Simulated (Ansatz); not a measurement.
Suppose Li₃Bi₂ takes space group P4/mmm (No. 123), with Li on 1d and 2f; Bi on 2e.

The calculation used Ansatz 0.2.0, DFT PBE, scalar-relativistic, plane waves, PAW. Cutoff 420 eV, Γ-centred mesh, Gaussian smearing, no spin polarisation.

The zero of energy is the elements' standard structures at the same level; no fitted shifts are applied.

Question: Which cell and coordinates does it relax to?

Answer:

Space group P4/mmm (No. 123). a = 5.361 Å, b = 5.361 Å, c = 5.467 Å, α = 90.00°, β = 90.00°, γ = 90.00°
| atom | site | symmetry | x | y | z |
| --- | --- | --- | --- | --- | --- |
| Li | 1d | 4/mmm | 0.5000 | 0.5000 | 0.5000 |
| Li | 2f | mmm. | 0.0000 | 0.5000 | 0.0000 |
| Bi | 2e | mmm. | 0.0000 | 0.5000 | 0.5000 |

Li on a site of symmetry 4/mmm has 4 Bi at 2.68 Å; Li on a site of symmetry mmm is surrounded by 2 Bi at 2.73 Å; Bi is surrounded by 4 Li at 2.68–2.73 Å. Another local minimum with the same sites may exist.

Question: Where does its energy lie, and is it a metal?

Answer: The formation energy is −0.10 eV/atom and the gap on the 8×8×8 mesh of the 5-atom cell is 0 eV (a metal). A negative formation energy is needed for stability but isn't enough: competing phases decide.

The last run used Gaussian smearing of 0.10 eV. Spin–orbit coupling, which can matter for Bi, is left out. Symmetry constrained the relaxation, so the result can be a saddle point.
